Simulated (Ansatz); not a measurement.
A relaxed structure of Hf is spoiled in several ways and relaxed again each time (noise and exchanges are one random draw each; squeezed and stretched starts keep its symmetry, which their runs cannot lower; pressure is positive under compression). The numbers are results of PBE (plane waves to 420 eV, PAW, scalar-relativistic; Ansatz, a quantum-chemistry and plane-wave program), not measurements.

Space group P6₃/mmc (No. 194); a = 3.204 Å, b = 3.204 Å, c = 5.069 Å, α = 90.00°, β = 90.00°, γ = 120.00°

```json
[
 {"atom": "Hf", "site": "2d", "symmetry": "-6m2", "x": "0.6667", "y": "0.3333", "z": "0.2500"}
]
```

Question: One start gave a first pressure of -7.8 GPa, a largest first force of 0.54 eV/Å and released 0.26 eV/atom. Which change was it?
A. stretched uniformly to 115 % of its volume
B. deformed by the Cartesian strain tensor (xx, yy, zz, yz, xz, xy) = (0.054, -0.006, 0.066, 0.117, 0.044, 0.043)
C. with every coordinate shifted by Gaussian noise of σ = 0.3 Å

Answer: B, deformed by the Cartesian strain tensor (xx, yy, zz, yz, xz, xy) = (0.054, -0.006, 0.066, 0.117, 0.044, 0.043). All starts:

```csv
change,first pressure (GPa),largest first force (eV/Å),released (eV/atom),moves,outcome,final group,E − E(parent) (eV/atom)
stretched uniformly to 115 % of its volume,-11.7,0.00,0.14,8,returns to the parent,P6₃/mmc,0.00
with every coordinate shifted by Gaussian noise of σ = 0.3 Å,–,–,1.2,9,returns to the parent,P6₃/mmc,0.00
"deformed by the Cartesian strain tensor (xx, yy, zz, yz, xz, xy) = (0.054, -0.006, 0.066, 0.117, 0.044, 0.043)",-7.8,0.54,0.26,10,returns to the parent,P6₃/mmc,0.00
```

First-step values come from each run's starting, coarser k-mesh (11×11×6, 12×12×7, 11×12×6). Each cell has its own k-point mesh; energy differences are given only to the digits this allows. No spin polarisation in the result.
